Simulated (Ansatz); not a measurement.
BP:
```cif
data_B4P4
_chemical_formula_sum 'B4 P4'
_space_group_name_H-M_alt 'Pnma'
_space_group_IT_number 62
_space_group_name_Hall '-P 2ac 2n'
_cell_length_a 6.23416
_cell_length_b 3.21723
_cell_length_c 5.36337
_cell_angle_alpha 90.000
_cell_angle_beta 90.000
_cell_angle_gamma 90.000
loop_
_atom_site_label
_atom_site_type_symbol
_atom_site_symmetry_multiplicity
_atom_site_Wyckoff_symbol
_atom_site_fract_x
_atom_site_fract_y
_atom_site_fract_z
_atom_site_occupancy
B1 B 4 c 0.16261 0.25000 0.39969 1
P1 P 4 c 0.33851 0.25000 0.10764 1
```

This is the r²SCAN+D4-relaxed structure.

All from r²SCAN+D4 (plane waves, PAW; program Ansatz), unless another level is named. Predict the HSE06 gap on the r²SCAN+D4 cell.

1.42 eV.

Predict the hole effective mass.

0.19, 0.49, 0.83 mₑ (principal values).

What about the smallest direct gap on the standard path?

1.22 eV.

Predict the weight of the conduction-edge state by species (Voronoi cells).

B 51 %, P 49 %.

The start of the workflow was typed in or built on a structure type; neither database checked (COD, Materials Project) lists it. It is not the phase usual at ambient conditions (space group No. 216). Symmetry was held in the r²SCAN+D4 relaxation; its stability against distortions is not shown here. The volume moved by 25 % from the start of the relaxation.

Potentials: the later of the program's two PAW sets.
